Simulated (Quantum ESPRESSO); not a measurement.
## Calculated data, HfTa5WAu (simulated cell)

All values are calculated (Quantum ESPRESSO 7.5). Calculation on a made-up metal alloy cell, not a measurement: no spin or spin-orbit, unrelaxed, 2900 K smearing, stress positive in tension, cell energy less fitted offsets; periodic Kohn-Sham density functional theory in plane waves with PseudoDojo standard norm-conserving scalar-relativistic pseudopotentials, each functional with its own files (v0.5 for PBE, v0.4.1 for LDA and PBEsol), eight atoms on drawn sites of a strained close-packed or body-centred lattice, each displaced and held fixed; the energy is the cell's free energy, ions and the entropy term -TS included, at the stated Fermi-Dirac width, less a fixed offset for each atom's element (shifted free energy); compositions with an open d shell lost a parallel starting moment in a cheaper test run, and other magnetic orders were not tried; an error bar is the largest change of its kind in a tighter rerun, never given below 0.002 eV, 0.02 GPa or 0.003 eV/angstrom, and covers cutoff and k-mesh only, not smearing or the files.

```cif
# cell vector a (Å): 0.0313 -2.0813 -2.0066
# cell vector b (Å): -6.0239 -1.9736 -0.0137
# cell vector c (Å): -2.0978 4.1758 -6.0017
data_HfTa5WAu
_symmetry_space_group_name_H-M 'P 1'
_symmetry_Int_Tables_number 1
_cell_length_a 2.8912
_cell_length_b 6.3390
_cell_length_c 7.6065
_cell_angle_alpha 84.671
_cell_angle_beta 81.406
_cell_angle_gamma 77.565
_cell_volume 134.34
loop_
_atom_site_label
_atom_site_type_symbol
_atom_site_fract_x
_atom_site_fract_y
_atom_site_fract_z
_atom_site_occupancy
Ta1 Ta 0.98310 0.98068 0.00398 1
Ta2 Ta 0.17878 0.12458 0.62950 1
Ta3 Ta 0.23348 0.27977 0.26124 1
Ta4 Ta 0.34044 0.40634 0.84971 1
Hf1 Hf 0.40964 0.49840 0.49852 1
W1 W 0.68566 0.62693 0.12174 1
Ta5 Ta 0.77410 0.75238 0.75172 1
Au1 Au 0.84338 0.86959 0.36957 1
_calc_lattice_type 'face-centred cubic'
_calc_functional 'pbe'
_calc_cutoff 1034  # eV
_calc_fermi_dirac_smearing 0.25  # eV
_calc_electrons_removed 0
_calc_run_command 'mpirun -np 4 pw.x -nk 4 -in in'
_calc_run_processor 'Intel Xeon, 2023 or later, virtual cores'
_calc_k_mesh '8 x 4 x 3 shifted half a step off Gamma on each axis'
_calc_entropy_term_negative_ts -1.642  # eV
_calc_pressure 28.71  # GPa
_calc_stress_xx -31.24  # GPa
_calc_stress_yy -27.26  # GPa
_calc_stress_zz -27.63  # GPa
_calc_stress_yz 2.98  # GPa
_calc_stress_xz -2.9  # GPa
_calc_stress_xy -0.07763  # GPa
_calc_shifted_free_energy 2.331  # eV
```

Atoms:
| atoms element | atom site | atom energy offset (eV) |
| --- | --- | --- |
| Ta | 1 | -1771.44 |
| Ta | 2 | -1771.44 |
| Ta | 3 | -1771.44 |
| Ta | 4 | -1771.44 |
| Hf | 5 | -1535.13 |
| W | 6 | -2063.48 |
| Ta | 7 | -1771.44 |
| Au | 8 | -4032.82 |

Forces:
| site | x (eV/Å) | y (eV/Å) | z (eV/Å) |
| --- | --- | --- | --- |
| 1 | -2.43 | -0.616 | -0.056 |
| 2 | 2.185 | 0.801 | 0.582 |
| 3 | 3.443 | -0.944 | 1.833 |
| 4 | 1.393 | 2.083 | -3.597 |
| 5 | -1.903 | -2.013 | -0.045 |
| 6 | 0.143 | 1.282 | 0.235 |
| 7 | -1.363 | -0.393 | 1.439 |
| 8 | -1.469 | -0.199 | -0.392 |

Notes: heavy elements are run without spin-orbit coupling, which real alloys of them have; a spin test at this wide smearing found no moment, but such smearing suppresses magnetism that the real alloy may have; lattice, volume and sites are drawn at random and may be unstable or far from any real phase; energies are for the whole cell, less offsets fitted to these runs, so they are not formation energies; error bars: energy 0.0044 eV, stress 0.039 GPa, force 0.012 eV/Å, from a tighter rerun of this cell; 20 SCF iterations, 276 s of wall time on a shared machine.
